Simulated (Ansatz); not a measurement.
# Li$_{3}$Au: pressure against volume, fitted

```yaml
crystal:
  lattice:
    - [0.00000, 3.15100, 3.15100]
    - [3.15100, 0.00000, 3.15100]
    - [3.15100, 3.15100, 0.00000]
  atoms:
    - { symbol: Li, position: [0.25000, 0.25000, 0.25000] }
    - { symbol: Li, position: [0.75000, 0.75000, 0.75000] }
    - { symbol: Li, position: [0.50000, 0.50000, 0.50000] }
    - { symbol: Au, position: [0.00000, 0.00000, 0.00000] }
```

Atoms are numbered in the order listed.

The cell is COD entry 1510223, as deposited and not checked against the literature; nothing was relaxed.

Spin–orbit coupling is left out, though it moves levels of the heavy atoms by tenths of an eV or more.

These are results of DFT, PBEsol, all-electron LAPW, scalar-relativistic (Ansatz 0.2.0), not measurements.

Sampling and basis: a Γ-centred 10×10×10 k mesh, Fermi–Dirac smearing of 0.03 eV, basis error target 1 meV/atom, no spin polarisation.

The cell is scaled evenly. Fractional coordinates are held (clamped ions).

```csv
V (Å³/atom),P (GPa)
15.017,0.02
15.330,-0.71
15.486,-1.05
15.643,-1.37
15.799,-1.67
15.956,-1.96
16.269,-2.49
16.581,-2.97
```

Problem. Fit a third-order Birch–Murnaghan curve to the pressures.

Solution. P = (3B0/2)(y^(7/2) − y^(5/2))[1 + (3/4)(B0′ − 4)(y − 1)] with y = (V0/V)^(2/3) fits within 0.01 GPa for V0 = 15.025 Å³/atom, B0 = 36.9 GPa and B0′ = 4.13.

Problem. Predict the pressure at the withheld volume, 14.704 Å³/atom.

Solution. There y = 1.0145, so the fit gives 0.83 GPa; the run gave 0.84 GPa.
